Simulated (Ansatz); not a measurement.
Input and command of a plane-wave DFT calculation in Ansatz:

```yaml
crystal:
  lattice:
    - [3.8540855109, 0.0, 0.0]
    - [0.0, 3.8540855109, 0.0]
    - [0.0, 0.0, 26.693125]
  atoms:
    - { symbol: P, position: [0.0, 0.5, 0.3184340537] }
    - { symbol: Ga, position: [0.5, 0.5, 0.3694818422] }
    - { symbol: P, position: [0.5, 0.0, 0.4205296308] }
    - { symbol: Ga, position: [0.0, 0.0, 0.4701099717] }
    - { symbol: P, position: [0.0, 0.5, 0.522930661] }
    - { symbol: Ga, position: [0.5, 0.5, 0.575471049] }
    - { symbol: O, position: [0.5, 0.5, 0.6459011691], spin: 1.0 }
    - { symbol: H, position: [0.6019943824, 0.5192008687, 0.6788684594] }
basis:
  ecutwfc: 500
kpoints:
  mp_grid: { grid: [7, 7, 1] }
hamiltonian:
  xc: r2scan
scf:
  occupations: { method: gaussian, width: 0.05 }
output:
  forces: true
  eigenvalues: true
  populations: true
magnetization:
  spin_polarized: true
relax:
  adjacent_minimum: "off"
  f_tol: 0.03
  max_steps: 70
  constraints: [{ sites: [0, 1, 2] }]
efield:
  axis: 3
  dipole_correction: true
  ramp_width: 0.04
```

```bash
ansatz run input.yaml --threads 4 --pin off --max-ram 10240MiB --backend cpu --events-out ev --progress --plain --runs-dir out
```

Processor: Arm Neoverse N1, 4 threads, on a host shared with other jobs.

Q: How long does it run, and how much memory does it take?

A: About 44 min on 4 threads of Arm Neoverse N1, on a shared host, peak memory 2.2 GiB. It solves 39 bands at 25 k points (the mesh reduced by symmetry) with about 9989 plane waves, in 269 SCF iterations over 25 ionic steps.
